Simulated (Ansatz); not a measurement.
# Squeezing W (fcc type)

```
CELL_PARAMETERS angstrom
0.00000 1.98627 1.98627
1.98627 0.00000 1.98627
1.98627 1.98627 0.00000
ATOMIC_POSITIONS crystal
W 0.00000 0.00000 0.00000
```

The cell comes from a relaxation on PAW files under the same functional, begun from a prototype that needn't be the stable phase.

Its volume is scaled at fixed shape and fractional positions.

Level of theory: DFT with LDA, scalar-relativistic, in Ansatz 0.2.0; a Γ-centred 16×16×16 k mesh, Fermi–Dirac smearing of 0.08 eV, no spin polarisation. LAPW: all electrons, basis error target 1 meV/atom; PAW: frozen-core files, cutoff 420 eV; crystal datasets: all electrons, by PAW datasets that the program makes for each cell; norm-conserving: pseudopotentials, cutoff 952 eV; PAW (core large): files with a larger core, cutoff 420 eV.

Energies are extrapolated to zero smearing and count from the unscaled cell; pressure is positive in compression; gaps take the mesh and a band path. No temperature or zero-point motion is included.

Spin–orbit coupling is left out, which matters for the heavy atoms. The PAW files were made under PBE. The structure type is held throughout; the real material can change phase at far lower pressure.

```
V/V0  V (Å³/atom)  P LAPW (GPa)  ΔE LAPW (eV/atom)  P PAW − LAPW (GPa)  ΔE PAW − LAPW (meV/atom)
1.00        15.67         -0.01              0.000                0.00                       0.0
0.92        14.42          30.2              0.109                0.18                       0.7
0.84        13.17             ?                  ?                   ?                         ?
0.76        11.91         144.2              1.348                1.03                       8.9
0.68        10.66         251.2              2.867                1.97                      20.5
0.60         9.40         420.8              5.438                3.57                      41.5
0.52         8.15         708.2              9.753                5.99                      77.7
0.45         7.05          1160             15.997                8.32                     127.4
```

Fit the Vinet equation to the LAPW pressures shown (residuals weighted by 1/(|P| + 0.03·Pmax)), and predict the pressure of the withheld row.

The fit gives V0 = 15.68 Å³/atom, B0 = 291 GPa and B0′ = 4.38. At 13.17 Å³/atom, x = (V/V0)^(1/3) = 0.9433, and P = 3·B0·(1 − x)/x²·exp[1.5·(B0′ − 1)·(1 − x)] = 74.2 GPa. The run itself gave 75.6 GPa (-1.9 % off) and ΔE = 0.509 eV/atom.

From the table, what is the rise of the enthalpy H = E + pV up to the last row, and how stiff is the crystal between the last two rows?

ΔH = 15.997 eV + (1160 GPa × 7.05 Å³ + 0.01 GPa × 15.67 Å³) × 0.006242 eV/(GPa·Å³) = 67.08 eV/atom, of which pV makes 76 %. The mean bulk modulus there is −ΔP/Δln V = 3130 GPa.

At the smallest volume, how far do crystal datasets and norm-conserving and PAW (core large) lie from LAPW in pressure?

crystal datasets: +0.02 GPa; norm-conserving: -2.61 GPa; PAW (core large): +8.32 GPa, on a LAPW pressure of 1160 GPa.

How do the Löwdin populations by LAPW change from the unscaled cell to the last row?

W 5s 1.96 → 1.85, W 6s 0.89 → 0.50, W 5p 5.99 → 5.83, W 5d 5.06 → 5.79 electrons an atom. These are projections on the shells that the free atoms fill; 0.11 e a cell lies outside them at the start and 0.06 e at the end.
